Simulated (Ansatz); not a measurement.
Os (fcc, Cu type)

```yaml
crystal:
  lattice:
    - [0.00000, 1.91027, 1.91027]
    - [1.91027, 0.00000, 1.91027]
    - [1.91027, 1.91027, 0.00000]
  atoms:
    - { symbol: Os, position: [0.00000, 0.00000, 0.00000] }
```

The slice is a {111} plane (indices of the conventional cell) through the point (0.000, 0.000, 0.000) (fractional), spanned by u = [100] and v = [-1 2 0] in vectors of this cell: u (2.70 Å) and v (4.68 Å, at 90° to u). It covers one period; positions are fractions (u, v).

The numbers are results of PBEsol (plane waves to 420 eV, PAW, scalar-relativistic; Ansatz, a quantum-chemistry and plane-wave program), not measurements. k mesh 21×21×21. Inside the PAW spheres the values are not all-electron values, and peaks at nuclei hang on which shells count as valence. Os is run without spin polarisation. Os was relaxed with its symmetry unable to fall. Spin-orbit coupling is left out, though Os is heavy. This is one of several known forms of Os; the measured ambient cells at hand have space group No. 194.

**Question.** What is the ELF at the midpoint of the shortest Os–Os line in this plane (2.70 Å)?

**Answer.** 0.39.

**Question.** What is the valence density on the shortest Os–Os line in this plane (2.70 Å), at its midpoint?

**Answer.** 0.47 e/Å³.

**Question.** Predict the map of the electrostatic potential energy of an electron, from the cell's mean on the slice.

**Answer.** 
| v \ u | 0.00 | 0.12 | 0.25 | 0.38 | 0.50 | 0.62 | 0.75 | 0.88 |
|---|---|---|---|---|---|---|---|---|
| 0.86 | x | x | x | 9.1 | 12.3 | 9.1 | x | x |
| 0.71 | 11.3 | 10.7 | 8.1 | <4.0 | <4.0 | <4.0 | 8.1 | 10.7 |
| 0.57 | 10.5 | <4.0 | x | x | x | x | x | <4.0 |
| 0.43 | 10.5 | <4.0 | x | x | x | x | x | <4.0 |
| 0.29 | 11.3 | 10.7 | 8.1 | <4.0 | <4.0 | <4.0 | 8.1 | 10.7 |
| 0.14 | x | x | x | 9.1 | 12.3 | 9.1 | x | x |
| 0.00 | x | x | x | <4.0 | 9.3 | <4.0 | x | x |

Values: electrostatic potential energy of an electron, from the cell's mean, in eV. Points within 1 Å of a nucleus are blanked (x), as the pseudised field means little there. Values under 4 eV are set to 4. The zero, the cell's mean, hangs on the PAW cores.
